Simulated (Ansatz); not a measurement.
## Compressing PbF$_{2}$: a fit and a missing row

PbF$_{2}$, Fm-3m, a = 5.921 Å. The structure is a COD entry; whether it is the stable form wasn't checked. Ansatz: r2SCAN, PAW, 500 eV, Γ-centred 8×8×8 mesh on 3 atoms, Gaussian smearing 0.02 eV; no spin polarisation. Symmetry fixes shape and atoms, so the cell is only scaled; pressure is positive in compression.

| V (Å³/atom) | P (GPa) |
| --- | --- |
| 16.262 | ? |
| 16.781 | 2.53 |
| 17.300 | 0.00 |
| 17.819 | -2.13 |
| 18.338 | -3.92 |

**Question.** Take V0 = 17.300 Å³/atom, fit the third-order Birch–Murnaghan form to the other rows, and predict the missing pressure.

**Answer.** With the Eulerian strain f = ½[(V0/V)^(2/3) − 1] and y = P/[3f(1 + 2f)^(5/2)], the form is the line y = B0 + 1.5 B0 (B0′ − 4) f. Rows (f, y): 0.01026, 78.1; -0.00976, 76.4; -0.01905, 75.6. Means f = -0.006183, y = 76.700; Σ(Δf)² = 0.0004487, ΣΔfΔy = 0.03825; the slope is their ratio. y = 77.23 + 85.23 f GPa, so B0 = 77.2 GPa and B0′ = 4 + 2 × (85.23)/(3 × 77.23) = 4.74. At V = 16.262, f = 0.02106, y = 79.02 and P = 5.54 GPa. The run gave 5.54 GPa, the same to the digits shown. The form still works here, 33 % of the fitted range beyond its end.

Spin–orbit coupling is left out, which can shift energies with elements as heavy as these.

Cost: 5 runs of about 0.54 core-minutes in all, on Arm Neoverse V2 (shared hosts).